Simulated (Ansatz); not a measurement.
C8H4FeN6Pd:
```
CELL_PARAMETERS angstrom
      6.69107     0.00000     0.00000
      0.00000     7.09396     0.00000
      0.00000     0.00000     7.13838
ATOMIC_POSITIONS crystal
  Fe 0.00000 0.00000 0.00000
  Pd 0.00000 0.50000 0.50000
  N  0.00000 0.18885 0.18822
  C  0.00000 0.30314 0.30412
  N  0.00000 0.18885 0.81178
  C  0.00000 0.30314 0.69588
  N  0.00000 0.81115 0.18822
  C  0.00000 0.69686 0.30412
  N  0.00000 0.81115 0.81178
  C  0.00000 0.69686 0.69588
  N  0.70842 0.00000 0.00000
  N  0.29158 0.00000 0.00000
  C  0.60297 0.16086 0.00000
  H  0.68693 0.29073 0.00000
  C  0.60297 0.83914 0.00000
  H  0.68693 0.70927 0.00000
  C  0.39703 0.16086 0.00000
  H  0.31307 0.29073 0.00000
  C  0.39703 0.83914 0.00000
  H  0.31307 0.70927 0.00000
```

Relaxed with r²SCAN+D4. Special points in fractions of this cell's reciprocal vectors: Γ (0.000, 0.000, 0.000); X (0.500, 0.000, 0.000); S (0.500, 0.500, 0.000); Y (0.000, 0.500, 0.000); Z (0.000, 0.000, 0.500); U (0.500, 0.000, 0.500); R (0.500, 0.500, 0.500); T (0.000, 0.500, 0.500).

Problem. List the band energies nearest the valence-band maximum at these points for the program Ansatz at the r²SCAN+D4 level (PAW).

Solution. In eV from the valence-band maximum; about four levels below and three above (degenerate sets whole), none deeper than 8.9 eV; points with the same levels are listed once.

```
k                    below           above
-  -----------------------  --------------
Γ  -1.78 -0.13 -0.06 -0.04  1.54 2.88 3.00
X  -1.76 -0.52 -0.13 -0.06  2.07 2.69 2.88
S  -1.72 -0.64 -0.41 -0.16  2.12 2.94 3.18
Y  -1.74 -0.42 -0.16 -0.11  1.58 3.17 3.38
Z  -1.75 -0.25 -0.24 -0.17  1.52 3.18 3.27
U  -1.72 -0.82 -0.24 -0.17  2.06 2.97 3.30
R   -1.75 -0.51 -0.14 0.00  2.11 2.94 3.02
T   -1.76 -0.13 -0.04 0.00  1.57 2.95 3.13
```

Space group Pmmm. A made-up cell: these elements were put on the sites of a structure type; neither database checked (COD, Materials Project) lists it. Its standing as an ambient phase is unchecked. Symmetry was held in the r²SCAN+D4 relaxation; its stability against distortions is not shown here. No spin polarisation was allowed. Spin–orbit coupling is left out wherever it is not named.

Potentials: the later of the program's two PAW sets.
